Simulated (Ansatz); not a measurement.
Ansatz run, SiHg4Sb2

input.yaml (Ansatz 0.2.0)

```yaml
crystal:
  lattice:
    - [4.056497, 0.0, 0.0]
    - [-2.028248, 3.51303, 0.0]
    - [-2.028248, 1.17101, 13.082438]
  atoms:
    - { symbol: Sb, position: [0.432, 0.568, 0.296] }
    - { symbol: Sb, position: [0.568, 0.432, 0.704] }
    - { symbol: Hg, position: [0.146, 0.854, 0.438] }
    - { symbol: Hg, position: [0.854, 0.146, 0.562] }
    - { symbol: Si, position: [0.0, 0.0, 0.0] }
    - { symbol: Hg, position: [0.284, 0.716, 0.852] }
    - { symbol: Hg, position: [0.716, 0.284, 0.148] }
  symmetry: { tolerance: 0.0003 }
kpoints:
  mp_grid: { grid: [8, 8, 8], shift: [0, 0, 0] }
  band_path:
    path:
      - [0.0, 0.0, 0.0]
      - [0.0, 0.0, 0.5]
      - [0.65598393, -0.32799197, 0.17200803]
      - [0.67200803, -0.34401607, -0.17200803]
      - [0.5, 0.0, 0.0]
      - [0.0, 0.0, 0.0]
      - [0.67200803, -0.33600402, -0.33600402]
      - [0.66399598, -0.33600402, 0.0]
      - [0.5, -0.5, 0.0]
      - [0.0, 0.0, 0.0]
    npoints: 6
magnetization:
  spin_polarized: false
scf:
  occupations: { method: fermi_dirac }
  lower_state_search: "off"
  max_iter: 200
hamiltonian:
  pseudopotentials: { kind: paw }
  xc: r2scan
basis:
  ecutwfc: 500
  fft_grid_basis: typed
output:
  forces: true
  stress: true
  eigenvalues: true
  bader: true
  populations: true
  elf: true
  write_potential: true
  volumetric_format: npy
  dos:
    e_range: [-12, 8]
    de: 0.05
    projected: { site_lists: { Hg: [Hg], Sb: [Sb], Si: [Si] } }
checkpoint:
  read: saved_state
```

The run starts from an earlier solution of this cell. 

Parts of the output:

```
SCF iter   1: F=-68945.8274 eV  Δρ=1.63e-3  dr2=7.72e-2  dr2_τ=1.83e-3
SCF iter   2: F=-68945.8701 eV  Δρ=8.80e-4  dr2=2.94e-2  dr2_τ=4.12e-5
SCF iter   3: F=-68945.8947 eV  Δρ=2.93e-4  dr2=1.93e-3  dr2_τ=5.07e-6
SCF iter   4: F=-68945.8962 eV  Δρ=1.16e-4  dr2=1.35e-4  dr2_τ=1.13e-6
SCF iter   5: F=-68945.8963 eV  Δρ=4.26e-5  dr2=1.98e-5  dr2_τ=1.75e-7
SCF iter   6: F=-68945.8965 eV  Δρ=1.61e-5  dr2=1.84e-6  dr2_τ=5.07e-8
SCF iter   7: F=-68945.8965 eV  Δρ=5.74e-6  dr2=9.60e-8  dr2_τ=4.53e-9
Free energy (F): -68945.8965 eV
Harris-Foulkes:  -68945.8965 eV  (|F-HF|=1.93e-8)
Internal energy: -68945.7592 eV  (E = F + TS)
E sigma→0 (E₀):  -68945.8279 eV
Entropy (-TS):   -0.1373 eV (-19.613 meV/atom)
Fermi energy:    11.0053 eV
--- Per-component energies (eV) ---
  E_band       = -2244.3836
  E_kinetic    = 2859.5045
  E_local      = -17357.0446  (includes V_loc(G=0)·N_el)
  E_nonlocal   = 1042.0852
  E_hartree    = 7689.3640
  E_xc         = -1135.9812
  E_vxc        = -1411.3366  (∫ρ·V_xc dr)
  E_paw        = -49605.0463  (= ΣΔE_a)
  E_vpaw       = -2852.9013  (= ΣTr[D̂ρ^β])
  E_aug_tail   = 0.0015  (compensation charges beyond the density's cutoff)
  E_vtau       = 96.5823  (kinetic-family band-sum trace: ∫τ·v_τ [+ j·A + Jᵃ·Aᵃ] dr)
  E_ewald      = -12438.9822
  E_core_change = 0.3399  (= ΣΔE_core)
  E_smearing   = -0.1373  (= −TS)
--- Forces (eV/Å), atoms counted from 1 ---
  atom   1  Sb     0.0000     0.0000    -0.2602
  atom   2  Sb     0.0000     0.0000     0.2602
  atom   3  Hg     0.0000     0.0000    -0.4992
  atom   4  Hg     0.0000     0.0000     0.4992
  atom   5  Si     0.0000     0.0000     0.0000
  atom   6  Hg     0.0000     0.0000     0.6378
  atom   7  Hg     0.0000     0.0000    -0.6378
--- Stress (GPa, compression-positive) ---
       -1.8644       0.0000       0.0000
        0.0000      -1.8644       0.0000
        0.0000       0.0000      -3.2384
  P = ⅓ Tr σ = -2.3224 GPa (-23.224 kbar)
--- Löwdin populations: 7 sites ---
  site symbol       q [e]
     0     Sb     15.7102
     1     Sb     15.7102
     2     Hg     19.3398
     3     Hg     19.3398
     4     Si      4.6985
     5     Hg     19.1384
     6     Hg     19.1384
  spilling = 0.0081 (of n_electrons = 114.0000)
--- Bader charges: 7 sites ---
  site symbol  charge [e]  shift [e]
     0     Sb      0.1843     0.0000
     1     Sb      0.1842     0.0000
     2     Hg     -0.0947     0.0000
     3     Hg     -0.0947     0.0000
     4     Si      0.1839     0.0000
     5     Hg     -0.1815     0.0000
     6     Hg     -0.1815     0.0000
```

Origin: a known structure type with other elements, at an estimated volume, so it need not be a known compound.
